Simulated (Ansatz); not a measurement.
## GaCo: one input, then a changed one

The cell is COD entry 1525477, as deposited and not checked against the literature; nothing was relaxed. The listed cell was then made from it by scaling, straining or moving an atom.

First run: DFT, PBE, all-electron LAPW, scalar-relativistic (Ansatz 0.2.0).

Command: `ansatz run input.yaml --threads 1 --pin off --max-ram 3072MiB --backend cpu --events-out ev --progress --plain --runs-dir out` The run took 22 s on 1 thread of Intel(R) Xeon(R) Platinum 8559C (Emerald Rapids), on a shared host, peak memory 0.53 GiB.

```yaml
crystal:
  lattice:
    - [2.8247453739, 0.0, 0.0]
    - [0.0, 2.8247453739, 0.0]
    - [0.0, 0.0, 2.8247453739]
  atoms:
    - { symbol: Ga, position: [0.5, 0.5, 0.5] }
    - { symbol: Co, position: [0.0, 0.0, 0.0], spin: 2.0 }
magnetization:
  spin_polarized: true
kpoints:
  mp_grid: { grid: [11, 11, 11] }
scf:
  occupations: { method: fermi_dirac, width: 0.03 }
hamiltonian:
  xc: pbe
  pseudopotentials: { kind: all_electron, lapw: { basis_error: 0.001 } }
output:
  forces: true
  stress: true
  eigenvalues: true
```

Result: converged; pressure 12.20 GPa; moment 0.00 μB; 13 SCF iterations.

The input is then changed:

```diff
@@ -10,5 +10,5 @@
   spin_polarized: true
 kpoints:
-  mp_grid: { grid: [11, 11, 11] }
+  mp_grid: { grid: [14, 14, 14] }
 scf:
   occupations: { method: fermi_dirac, width: 0.03 }
@@ -16,4 +16,5 @@
   xc: pbe
   pseudopotentials: { kind: all_electron, lapw: { basis_error: 0.001 } }
+  hubbard: { sites: [{ species: Co, l: d, u_eff: 3.0 }], double_counting: amf }
 output:
   forces: true
```

(1) What does the second run give?

Answers

(1) It converged; pressure 13.93 GPa; moment 0.35 μB; 17 SCF iterations.
